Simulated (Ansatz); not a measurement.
# ZnPtC₆N₆: input and output

Input file of Ansatz 0.2.0:

```yaml
crystal:
  lattice:
    - [-0.01295085, 5.47030222, 5.45078318]
    - [5.29632624, -0.01623721, 5.45406954]
    - [5.27594103, 5.45320337, 0.004148]
  atoms:
    - { symbol: Zn, position: [0.49730276, 0.50244921, 0.50063561] }
    - { symbol: Pt, position: [0.00103493, 0.99832201, 0.00037014] }
    - { symbol: C, position: [0.1953018, 0.1933993, 0.80736277] }
    - { symbol: C, position: [0.80864587, 0.80929235, 0.19060191] }
    - { symbol: C, position: [0.8091183, 0.19002344, 0.19134396] }
    - { symbol: C, position: [0.1910668, 0.80864085, 0.8072743] }
    - { symbol: C, position: [0.19235515, 0.8066838, 0.19416912] }
    - { symbol: C, position: [0.80778627, 0.19192026, 0.80630385] }
    - { symbol: "N", position: [0.29484432, 0.30028151, 0.701893] }
    - { symbol: "N", position: [0.703075, 0.70377466, 0.29436527] }
    - { symbol: "N", position: [0.70389639, 0.29582551, 0.29841849] }
    - { symbol: "N", position: [0.29936258, 0.70101223, 0.70240305] }
    - { symbol: "N", position: [0.29835016, 0.70247734, 0.29794946] }
    - { symbol: "N", position: [0.70177769, 0.29975475, 0.70126908] }
kpoints:
  mp_grid: { grid: [3, 3, 3], shift: [0.0, 0.5, 0.0] }
magnetization:
  spin_polarized: false
scf:
  occupations: { method: fermi_dirac }
  lower_state_search: "off"
  max_iter: 200
hamiltonian:
  pseudopotentials: { kind: paw }
  xc: r2scan
basis:
  ecutwfc: 500
  fft_grid_basis: typed
output:
  forces: true
  stress: true
  eigenvalues: true
  populations: true
  elf: true
  write_potential: true
  volumetric_format: npy
  dos:
    e_range: [-12, 8]
    de: 0.05
    projected: { site_lists: { C: [C], "N": ["N"], Pt: [Pt], Zn: [Zn] } }
checkpoint:
  read: saved_state
```

The run starts from an earlier solution of this cell. 

Parts of the output:

```
Pseudopotentials: kind: paw
Pseudopotential: Zn, paw, valence charge 12, recommended cutoff 500 eV (meta_gga), Zn.paw.azcp
Pseudopotential: Pt, paw, valence charge 18, recommended cutoff 500 eV (meta_gga), Pt.paw.azcp
Pseudopotential: C, paw, valence charge 4, recommended cutoff 500 eV (meta_gga), C.paw.azcp
Pseudopotential: N, paw, valence charge 5, recommended cutoff 500 eV (meta_gga), N.paw.azcp
Functional definition: r2SCAN
  exchange = r2scan_x(k0 = k0, k1 = k1, a1 = a1)
  correlation = r2scan_c
Crystal: 14 atoms, lattice volume = 315.571 Å³
Basis set: ecut = 500 eV, 7981 PW (Γ), exchange–correlation on 240×240×240 points (64 copies of the dense FFT grid, shifted against one another)
Bands: 56, of which v1, the nominal top of the filled ones, is band 42 counted from 1 (41 counted from 0)
Symmetry: 1 space group operations
Space group: P1 (ITA 1), of the structure as read, at distance tolerance 6.8e-5 Å
k-points: 14 of 27 (time reversal used)
Initial density: read from a saved state, or passed on in memory by an earlier SCF of this step, an earlier step, the calling program or the single point that the run made first
Functional: x = r2scan, c = r2scan; τ floored in thin density (d = 2e-4 eV/Å³)
SCF iter   1: F=-19676.6646 eV  Δρ=8.59e-4  dr2=3.85e-4  dr2_τ=1.10e-3
SCF iter   2: F=-19676.6654 eV  Δρ=4.43e-4  dr2=1.12e-4  dr2_τ=2.42e-4  defer=1
SCF iter   3: F=-19676.6655 eV  Δρ=9.88e-5  dr2=3.41e-5  dr2_τ=8.02e-6  defer=1
SCF iter   4: F=-19676.6657 eV  Δρ=3.28e-5  dr2=2.71e-6  dr2_τ=5.00e-7  defer=1
SCF iter   5: F=-19676.6657 eV  Δρ=1.07e-5  dr2=4.59e-7  dr2_τ=4.53e-8  defer=1
SCF iter   6: F=-19676.6657 eV  Δρ=7.98e-6  dr2=2.31e-7  dr2_τ=2.93e-8
SCF iter   7: F=-19676.6657 eV  Δρ=1.80e-6  dr2=9.79e-9  dr2_τ=1.19e-9
Free energy (F): -19676.6657 eV
Harris-Foulkes:  -19676.6657 eV  (|F-HF|=2.92e-8)
Internal energy: -19676.6657 eV  (E = F + TS)
E sigma→0 (E₀):  -19676.6657 eV
Fermi energy:    -0.3450 eV
--- Forces (eV/Å), atoms counted from 1 ---
  atom   1  Zn    -0.1084     0.0247    -0.0067
  atom   2  Pt     0.0896    -0.1773     0.2650
  atom   3  C     -0.0625    -0.0033    -4.9419
  atom   4  C     -0.0570     0.0098     1.3627
  atom   5  C     -3.5243     0.0679     0.0087
  atom   6  C      3.7576     0.0636     0.0147
  atom   7  C     -0.0343    -2.0090     0.0203
  atom   8  C      0.0263     1.2497     0.0491
  atom   9  N      0.0148    -0.0233     3.7006
  atom  10  N      0.0303     0.0108    -0.4514
  atom  11  N      3.5529    -0.0436     0.0032
  atom  12  N     -3.6617     0.0056     0.0122
  atom  13  N     -0.0042     0.7829    -0.0095
  atom  14  N     -0.0193     0.0414    -0.0269
--- Stress (GPa, compression-positive) ---
        1.9497      -0.0040       0.0175
       -0.0040      -4.6738      -0.0934
        0.0175      -0.0934      -2.4366
  P = ⅓ Tr σ = -1.7202 GPa (-17.202 kbar)
```

Origin: a strained cell with displaced atoms, so it need not be a known compound. Caveats: the exchange-correlation potential is rough where the density is thin; atoms or cell far from equilibrium.
